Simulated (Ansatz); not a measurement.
A generator proposed this cell of MgBe₂F₄.

Space group Cmme (No. 67). a = 5.259 Å, b = 9.237 Å, c = 4.980 Å, α = 90.00°, β = 90.00°, γ = 90.00°
| atom | site | symmetry | x | y | z |
| --- | --- | --- | --- | --- | --- |
| Mg | 4e | .2/m. | 0.7500 | 0.2500 | 0.0000 |
| Be | 4g | mm2 | 0.5000 | 0.2500 | 0.3554 |
| Be | 4c | 2/m.. | 0.5000 | 0.0000 | 0.0000 |
| F | 4f | .2/m. | 0.7500 | 0.2500 | 0.5000 |
| F | 8m | m.. | 0.5000 | 0.1250 | 0.1777 |
| F | 4a | 222 | 0.7500 | 0.0000 | 0.0000 |

Theory: DFT PBE, scalar-relativistic, plane waves, PAW (Ansatz 0.2.0). Cutoff 420 eV; k points 4×4×4 on the computed 14-atom cell (Γ-centred); Gaussian smearing, width 0.10 eV; no spin polarisation.

The zero of energy is the elements' standard structures at the same level (F₂ as a molecule); no fitted shifts are applied.

Problem. Estimate its pressure, forces and energy as it stands.

Solution. The pressure is 87.1 GPa (the mean over three directions, positive in compression), the largest force is 5.90 eV/Å, and the energy is −0.95 eV/atom against the elements. The shortest distance is 1.31 Å.

Problem. How much does it gain on relaxing, and where does it end?

Solution. Relaxing gains about 1.3 eV/atom in 31 ionic steps and ends at −2.218 eV/atom on the finer mesh. The symmetry stays Cmme (No. 67). The volume per atom grows by 58.2 %, from 8.6 to 13.7 Å³. The shortest distance goes from 1.31 Å (Be–F) to 1.52 Å (Be–F). Conventional cell: a = 6.086 Å, b = 9.591 Å, c = 6.557 Å. Mg has 2 F at 2.40 Å and 4 F at 2.62 Å; around Be on a site of symmetry mm2 lie 4 F at 1.59–1.66 Å; F on a site of symmetry 2/m is surrounded by 2 Be at 1.66 Å; 3 more sites not described.

The last run used an 8×8×6 mesh (in the run's order of axes) for its 14-atom cell and Gaussian smearing of 0.02 eV. The relaxation can't lower the symmetry of the start. A structure relaxed within its symmetry needn't be a true minimum.
